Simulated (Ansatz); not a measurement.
## LuPd: elastic constants from stress and strain

```yaml
crystal:
  lattice:
    - [3.41500, 0.00000, 0.00000]
    - [0.00000, 3.41500, 0.00000]
    - [0.00000, 0.00000, 3.41500]
  atoms:
    - { symbol: Lu, position: [0.00000, 0.00000, 0.00000] }
    - { symbol: Pd, position: [0.50000, 0.50000, 0.50000] }
```

Atom numbers follow the list: Lu1, Pd2.

Conventional cell: a = 3.415 Å, b = 3.415 Å, c = 3.415 Å, α = 90.00°, β = 90.00°, γ = 90.00°. Around Lu (atom 1) lie 8 Pd at 2.96 Å. Pd (atom 2) has 8 Lu at 2.96 Å as nearest neighbours.

The cell is COD entry 1538201, as deposited and not checked against the literature; nothing was relaxed.

Spin polarisation is left out, and whether a magnetic state lies lower isn't shown here.

No spin–orbit coupling, which matters for the heavy atoms here.

All numbers below come from DFT, PBEsol, all-electron LAPW, scalar-relativistic (Ansatz 0.2.0).

Sampling and basis: a Γ-centred 10×10×10 k mesh, Fermi–Dirac smearing of 0.05 eV, basis error target 0.5 meV/atom, no spin polarisation.

The unstrained cell is at -2.20 GPa. Large strains and very small stresses are left out. Each strain is applied once, with fractional coordinates held (clamped ions), and σ below is the change of stress, positive in tension. One finite strain gives stress–strain coefficients at this pressure with an error of the order of the strain times third-order constants, a few per cent for each per cent of strain. In a metal the k mesh adds noise of tens of per cent to soft shears.

Problem. Estimate the stiffness probed by this change, and the stress that it gives: equal xy, yz and zx engineering shear strains of -1 %.

Solution. σxy = -0.37 GPa and γxy = 2εxy = -0.0100, so C44 (clamped ions) = σxy/γxy = 37 GPa.

Problem. Estimate the stiffness probed by this change, and the stress that it gives: equal xy, yz and zx engineering shear strains of +1 %.

Solution. σxy = 0.34 GPa and γxy = 2εxy = 0.0100, so C44 (clamped ions) = σxy/γxy = 34 GPa.

Problem. The two estimates of C44 (clamped ions) differ. Why, and which value is best?

Solution. Finite strains add third-order terms, and in a metal the k mesh adds noise; two strains on one mesh can't tell these apart, so neither value is shown to be the better.
